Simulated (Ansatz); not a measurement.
Ba₂NaReF₆ in Ansatz, single run

The command:

```bash
ansatz run input.yaml --threads 1 --pin off --max-ram 2560MiB --backend cpu --events-out ev --progress --plain --runs-dir out
```

Input:

```yaml
crystal:
  lattice:
    - [0.0, 4.34292, 4.34292]
    - [4.34292, 0.0, 4.34292]
    - [4.34292, 4.34292, 0.0]
  atoms:
    - { symbol: Na, position: [0.5, 0.5, 0.5] }
    - { symbol: Ba, position: [0.25, 0.25, 0.25] }
    - { symbol: Ba, position: [0.75, 0.75, 0.75] }
    - { symbol: Re, position: [0.0, 0.0, 0.0] }
    - { symbol: F, position: [0.776, 0.224, 0.224] }
    - { symbol: F, position: [0.224, 0.776, 0.224] }
    - { symbol: F, position: [0.224, 0.776, 0.776] }
    - { symbol: F, position: [0.776, 0.224, 0.776] }
    - { symbol: F, position: [0.224, 0.224, 0.776] }
    - { symbol: F, position: [0.776, 0.776, 0.224] }
  symmetry: { tolerance: 0.0003 }
kpoints:
  mp_grid: { grid: [4, 4, 4], shift: [0.5, 0.5, 0.5] }
magnetization:
  spin_polarized: false
scf:
  occupations: { method: tetrahedron }
hamiltonian:
  pseudopotentials: { kind: paw }
  xc: r2scan
  hubbard: { sites: [{ species: Re, l: d, u_eff: 4.0 }], double_counting: fll }
basis:
  ecutwfc: 500
output:
  forces: true
  stress: true
  eigenvalues: true
```

Origin of the cell: a known structure type with other elements, at an estimated volume, so it need not be a known compound.

Output (shortened):

```
Warning: output.forces, output.stress, relax.cell or npt_langevin: where a Kohn–Sham band that disperses or a degenerate level is filled in part under the method tetrahedron, the forces or th […]
Warning: crystal.symmetry: narrowed to the stabiliser of the k-point mesh — unitary ops 48 → 12; excluded 36 operations that carry a point of the 4×4×4 mesh (shift [0.5, 0.5, 0.5]) off the me […]
Na: projections on atomic orbitals take those of the free atom [He] 2s2 2p6 3s1, of charge +0.00 (hamiltonian.pseudopotentials.projection_atoms); the dataset's partial waves leave at most 1.8 […]
Ba: projections on atomic orbitals take those of the free atom [Kr 4d10] 5s2 5p6 6s2, of charge +0.00 (hamiltonian.pseudopotentials.projection_atoms); the dataset's partial waves leave at mos […]
Re: projections on atomic orbitals take those of the free atom [Kr 4d10 4f14] 5s2 5p6 5d5 6s2, of charge +0.00 (hamiltonian.pseudopotentials.projection_atoms); the dataset's partial waves lea […]
F: projections on atomic orbitals take those of the free atom [He] 2s2 2p5, of charge +0.00 (hamiltonian.pseudopotentials.projection_atoms); the dataset's partial waves leave at most 1.6e-8 o […]
band count auto-derived: 54 (N_el = 86.0; filled up to band 43; 53 by the electrons, moments and atoms)
Pseudopotentials: kind: paw
Pseudopotential: Na, paw, valence charge 9, recommended cutoff 500 eV (meta_gga), Na.paw.azcp
Pseudopotential: Ba, paw, valence charge 10, recommended cutoff 500 eV (meta_gga), Ba.paw.azcp
Pseudopotential: Re, paw, valence charge 15, recommended cutoff 500 eV (meta_gga), Re.paw.azcp
Pseudopotential: F, paw, valence charge 7, recommended cutoff 500 eV (meta_gga), F.paw.azcp
Functional definition: r2SCAN
[… 21 lines left out …]
Initial density: superposition of atomic densities (chi_scale 0.1, normalization cell, long waves of neutral atoms under a Hubbard term (reshape's long-wave potential 0.02 eV rms, cloud 2.72 Å wide))
Functional: x = r2scan, c = r2scan; τ floored in thin density (d = 2e-4 eV/Å³)
SCF iter   1: F=—  HF=-29170.373213 eV  Δρ=1.89e-1  dr2=5.33e1  dr2_τ=2.75e0  defer=3
SCF iter   2: F=—  HF=-29159.508160 eV  Δρ=5.12e-2  dr2=3.89e0  dr2_τ=1.79e0  defer=48
SCF iter   3: F=—  HF=-29159.742200 eV  Δρ=3.43e-2  dr2=2.21e0  dr2_τ=1.23e-1  defer=28
SCF iter   4: F=—  HF=-29159.754870 eV  Δρ=1.77e-2  dr2=8.66e-1  dr2_τ=1.51e-1  defer=37
SCF iter   5: F=—  HF=-29159.665642 eV  Δρ=5.34e-3  dr2=5.51e-2  dr2_τ=3.43e-3  defer=37
SCF iter   6: F=—  HF=-29159.676019 eV  Δρ=1.48e-3  dr2=2.99e-3  dr2_τ=3.15e-4  defer=37
SCF iter   7: F=—  HF=-29159.677540 eV  Δρ=4.53e-4  dr2=4.35e-4  dr2_τ=2.31e-5  defer=37
SCF iter   8: F=—  HF=-29159.677875 eV  Δρ=1.31e-4  dr2=6.46e-5  dr2_τ=3.99e-6  defer=37
SCF iter   9: F=—  HF=-29159.677902 eV  Δρ=4.10e-5  dr2=7.45e-6  dr2_τ=2.10e-7  defer=37
SCF iter  10: F=—  HF=-29159.677951 eV  Δρ=1.34e-5  dr2=8.84e-7  dr2_τ=1.95e-8  defer=37
SCF iter  11: F=—  HF=-29159.677955 eV  Δρ=1.07e-5  dr2=2.41e-7  dr2_τ=1.59e-8  defer=37
SCF iter  12: F=-29159.677964 eV  HF=-29159.677964 eV  Δρ=5.60e-6  dr2=5.76e-8  dr2_τ=7.87e-9
SCF 1 converged in 12 iterations: F = -29159.677964 eV  dr2 = 5.76e-8
SCF converged after 12 iterations
Stability not checked: this state was not tested for a lower state beside it, because cold or Methfessel-Paxton smearing, or corrected tetrahedra, fill the levels in a way that the test cannot read (fill_not_monotonic; […]
Free energy (F): -29159.677964 eV
Harris-Foulkes:  -29159.677964 eV  (|F-HF|=2.85e-8)
Internal energy: -29159.675255 eV  (E = F + TS)
E sigma→0 (E₀):  -29159.677964 eV
Entropy (-TS):   -0.002709 eV (-0.271 meV/atom)
Fermi energy:    11.403480 eV
--- Per-component energies (eV) ---
  E_band       = -674.563979
  E_kinetic    = 2271.249950
  E_local      = -7572.208284  (includes V_loc(G=0)·N_el)
  E_nonlocal   = 722.993975
  E_hartree    = 2950.357932
  E_xc         = -1217.459574
  E_vxc        = -1392.844551  (∫ρ·V_xc dr)
  E_hubbard    = 2.246386  (on-site DFT+U / exact-exchange correction)
  E_vhub       = -7.830966  (the Hubbard potential's part of the band-sum identity)
  E_paw        = -20681.805948  (= ΣΔE_a)
  E_vpaw       = -684.525949  (= ΣTr[D̂ρ^β])
  E_aug_tail   = 0.006300  (compensation charges beyond the density's cutoff)
  E_vtau       = 87.876508  (kinetic-family band-sum trace: ∫τ·v_τ [+ j·A + Jᵃ·Aᵃ] dr)
  E_ewald      = -5634.511339
  E_core_change = -0.544655  (= ΣΔE_core)
  E_smearing   = -0.002709  (= −TS)
  Σ components = -29159.677964   (vs F -29159.677964, Δ=0.00e0)
--- Forces (eV/Å), atoms counted from 1 ---
  atom   1  Na     0.000000     0.000000    -0.000000
  atom   2  Ba     0.001282     0.001282     0.001282
  atom   3  Ba    -0.001282    -0.001282    -0.001282
  atom   4  Re    -0.000000    -0.000000    -0.000000
  atom   5  F      5.626805    -0.002441    -0.002441
  atom   6  F     -0.002441     5.626805    -0.002441
  atom   7  F     -5.626805     0.002441     0.002441
  atom   8  F      0.002441    -5.626805     0.002441
  atom   9  F     -0.002441    -0.002441     5.626805
  atom  10  F      0.002441     0.002441    -5.626805
  max |Σ_I F_I| component: 1.78e-15 eV/Å
--- Stress (GPa, compression-positive) ---
       10.586500      -0.014440      -0.014440
       -0.014440      10.586500      -0.014440
       -0.014440      -0.014440      10.586500
  P = ⅓ Tr σ = 10.5865 GPa (105.865 kbar)
Occupation matrices written to <dir>
```

Caveats: forces and stress under tetrahedra may miss the slope of the energy; no moments, though an odd count or open d shells may carry them; no spin-orbit coupling, though heavy elements are present; the given cell is far from equilibrium, with atoms too close or a volume far off; the k mesh is coarse if the cell is a metal; the k mesh keeps only part of the crystal's symmetry.

Time: 12 s of wall time on 1 CPU thread(s) of a shared host, from the program's own first density.
